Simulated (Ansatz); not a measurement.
SrMg$_{2}$FeH$_{8}$:
```
CELL_PARAMETERS angstrom
      4.44498     0.00000     0.00000
     -2.22249     3.84947     0.00000
      0.00000     0.00000     6.47242
ATOMIC_POSITIONS crystal
  Sr 0.00000 0.00000 0.50000
  Mg 0.66667 0.33333 0.87630
  Mg 0.33333 0.66667 0.12370
  Fe 0.00000 0.00000 0.00000
  H  0.32249 0.16125 0.14601
  H  0.67751 0.83875 0.85399
  H  0.83875 0.16125 0.14601
  H  0.16125 0.83875 0.85399
  H  0.83875 0.67751 0.14601
  H  0.16125 0.32249 0.85399
  H  0.66667 0.33333 0.58005
  H  0.33333 0.66667 0.41995
```

PBEsol in the plane-wave PAW code Ansatz gives a gap of 1.62 eV without spin–orbit coupling, maximum at L, minimum at M.

Q: What happens when spin–orbit coupling is switched on?

A: The gap drops by 0.01 eV, to 1.61 eV; maximum at L, minimum at M.

Q: Give the electron effective mass with spin–orbit coupling.

A: 0.57, 0.81, 1.0 mₑ (principal values).

Q: Give the hole effective mass with spin–orbit coupling.

A: 2.5, 4.7, 12 mₑ (principal values).

Space group P-3m1. The first step of the workflow began from a Materials Project structure, measured or hypothetical; the Crystallography Open Database copy checked does not list it. Whether it is the stable phase at ambient conditions was not checked. The cell was relaxed with PBEsol under the symmetry of its start; whether a distortion lowers the energy is not shown. No spin polarisation was allowed.

Potentials: the later of the program's two PAW sets.
